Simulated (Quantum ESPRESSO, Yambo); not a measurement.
CsO (space group Immm, No. 71): one geometry, one set of PBEsol (pw.x of Quantum ESPRESSO, ONCV potentials, scalar-relativistic) orbitals, self-energies from Yambo (4×4×4 Γ-centred k mesh, 110 bands and a 6 Ry block in the screening, 110 bands in G with the Bruneval-Gonze terminator, plasmon pole fitted at 27.2 eV).

```
level                                                        gap Γ → Γ (eV)
-----------------------------------------------------------  --------------
PBEsol (Quantum ESPRESSO)                                              1.87
exchange only (Hartree-Fock self-energy on PBEsol orbitals)      (withheld)
static COHSEX@PBEsol                                                   3.96
G0W0@PBEsol, plasmon pole                                        (withheld)
```

Fill in the missing entries.


- exchange only (Hartree-Fock self-energy on PBEsol orbitals), gap Γ → Γ (eV): 11.36
- G0W0@PBEsol, plasmon pole, gap Γ → Γ (eV): 3.25

Bare exchange has no screening and gives the widest gap; static COHSEX screens it but leaves out the frequency dependence, which G0W0 restores. The mesh misses a band edge: along a dense path the PBEsol gap is 1.72 eV against 1.87 eV on the mesh.

Convergence of the G0W0 settings was not tested.

Geometry relaxed with PBEsol; primitive cell a = 5.336 Å, b = 5.336 Å, c = 5.336 Å, α = 132.85°, β = 106.91°, γ = 91.67°.

The structure is a Materials Project entry; no match was found in the copy of COD used, and its stability was not checked.
